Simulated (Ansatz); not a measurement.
TaAl (L1₀ or tetragonal B2), relaxed and computed with several functionals in Ansatz (plane waves, PAW).

| functional | a (Å) | c (Å) | V (Å³/atom) | ΔH_f (eV/atom) | B₀ by P(V) fit (GPa) |
|---|---|---|---|---|---|
| PBE | 2.835 | 4.185 | 16.81 | -0.22 | 156 |
| r²SCAN | 2.822 | 4.159 | 16.56 | -0.28 | 166 |
| PBEsol | ___ | ___ | ___ | ___ | ___ |

### Question
Complete the blanks.

### Answer

- PBEsol, a (Å): 2.807
- PBEsol, c (Å): 4.155
- PBEsol, V (Å³/atom): 16.37
- PBEsol, ΔH_f (eV/atom): -0.22
- PBEsol, B₀ by P(V) fit (GPa): 165

Typed or built starts, not in the databases checked: TaAl, L1₀ or tetragonal B2. Unstable at this level: TaAl, L1₀ or tetragonal B2 with PBEsol. All cells were relaxed under the symmetry of their starts (and spin orders); stability against distortions was not tested throughout. Rows with no word on spin ran without spin polarisation. Spin–orbit coupling is left out wherever it is not named.

Potentials: the later of the program's two PAW sets.

Ansatz (a quantum-chemistry and plane-wave program) is a plane-wave DFT program.

Formation energies count from the lowest solids of the elements computed at the same level, not from gases.
